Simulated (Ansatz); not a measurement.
The elements of this relaxed trial crystal are hidden behind letters.

```
lattice vectors (Å)
  -3.0336    3.0336    1.9175
   3.0336   -3.0336    1.9175
   3.0336    3.0336   -1.9175
fractional positions
X 0.0000 0.0000 0.0000
Z 0.7993 0.6013 0.4006
Z 0.2007 0.3987 0.5994
Z 0.3987 0.7993 0.1980
Z 0.6013 0.2007 0.8020
```

Computed with DFT PBE, scalar-relativistic, plane waves, PAW (Ansatz). The final run on the 5-atom cell used 420 eV, a Γ-centred 12×12×12 mesh, 0.10 eV smearing and no spin polarisation.

| Property | Result |
| --- | --- |
| Space group | I4/m (No. 87) |
| Conventional cell | a = 6.067 Å, c = 3.835 Å |
| Volume per atom | 14.12 Å³ |
| Density | 14.21 g/cm³ |
| Formation energy | −0.01 eV/atom |
| Gap on the 12×12×12 mesh of the 5-atom cell | 0 eV (a metal) |

Energies are uncorrected and count from the elements' standard states at the same level.

Task: X is a d-block element of period 6 and Z is a d-block element of period 5. Which elements are they?

Result: X = Ir, Z = Rh, so the formula is IrRh4. Density times volume gives a mean mass of 14.21 × 14.12/1.6605 = 120.8 u per atom, and this set has 120.8 u. Ir has 12 Rh at 2.71 Å; around Rh lie 9 Rh at 2.70–2.73 Å and 3 Ir at 2.71 Å. Other sets within the hints have nearly the same mass, so mass alone doesn't settle it; this one was computed.

These runs have no spin–orbit coupling, which can matter for Ir. A structure relaxed within its symmetry needn't be a true minimum.
